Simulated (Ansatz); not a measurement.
Given:

TaC:
```
CELL_PARAMETERS angstrom
      0.00000     2.39531     2.39531
      2.39531     0.00000     2.39531
      2.39531     2.39531     0.00000
ATOMIC_POSITIONS crystal
  Ta 0.00000 0.00000 0.00000
  C  0.25000 0.25000 0.25000
```

This is the PBEsol-relaxed structure.

Task: All from PBEsol in the plane-wave PAW code Ansatz, unless another level is named. Give the electronic character.

Result: metallic (no gap).

Task: Predict the formation energy from the elements (no fitted shifts).

Result: -0.059 eV/atom.

Task: What about the density of states at the Fermi level?

Result: 0.36 states/eV per atom (mean over ±0.08 eV).

Task: What about the gap with spin–orbit coupling?

Result: none (metallic).

Space group F-43m (zinc blende). The start of the workflow was typed in or built on a structure type; neither database checked (COD, Materials Project) lists it. It is not the phase usual at ambient conditions (space group No. 225). The PBEsol relaxation kept the symmetry of its start; its stability against distortions is not shown here. No spin polarisation was allowed. The references are the lowest solids computed at this level, not always the standard phases. Scalar-relativistic: spin–orbit coupling is off unless named, which matters more the heavier the elements.

Potentials: the earlier of the program's two PAW sets. The files were generated under PBE; for other functionals the program regenerates the frozen cores, and for LDA and PBEsol the local potential too.
